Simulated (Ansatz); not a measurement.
RuClBr as a Janus 1T monolayer was relaxed with 5 functionals in Ansatz, cell and atoms free, the symmetry of the start kept (meshes: PBE 12×12×1, r2SCAN 12×12×1, PBEsol 12×12×1, LDA 12×12×1, HSE06 6×6×1). The calculation is spin-unpolarised, and the structure need not be a phase that has been made.

The PBE result:
```cif
data_structure
_symmetry_space_group_name_H-M 'P 1'
_symmetry_Int_Tables_number 1
_cell_length_a 3.6955
_cell_length_b 3.6955
_cell_length_c 29.9556
_cell_angle_alpha 90.000
_cell_angle_beta 90.000
_cell_angle_gamma 120.000
_cell_volume 354.29
loop_
_atom_site_label
_atom_site_type_symbol
_atom_site_fract_x
_atom_site_fract_y
_atom_site_fract_z
_atom_site_occupancy
Ru1 Ru 0.00000 0.00000 0.30116 1
Cl1 Cl 0.33333 0.66667 0.34236 1
Br1 Br 0.66667 0.33333 0.25782 1
```
The sheet repeats along a and b alone.

The sheet's in-plane cell has a = 3.695 Å, b = 3.695 Å (γ = 120.0°), and its outermost atoms lie 2.53 Å apart along the normal. Around Ru lie 3 Cl at 2.46 Å and 3 Br at 2.50 Å; around Cl lie 3 Ru at 2.46 Å; around Br lie 3 Ru at 2.50 Å.

Task: How does the cell change with r2SCAN?

Result: a = 3.662 Å; the area differs by -1.8 % from PBE's. Ru is surrounded by 3 Cl at 2.46 Å and 3 Br at 2.50 Å; Cl is surrounded by 3 Ru at 2.46 Å; Br is surrounded by 3 Ru at 2.50 Å.

Task: How does the cell change with HSE06?

Result: a = 3.652 Å; the area differs by -2.3 % from PBE's. Around Ru lie 3 Cl at 2.44 Å and 3 Br at 2.50 Å; around Cl lie 3 Ru at 2.44 Å; around Br lie 3 Ru at 2.50 Å.

Task: Held at the r2SCAN cell, what mean stress does LDA find, and does its sign point to its own minimum?

Result: Yes. LDA -3.64 N/m, and its relaxed area is -3.0 % from r2SCAN's. Compression counts positive, so a positive stress asks for a larger cell.
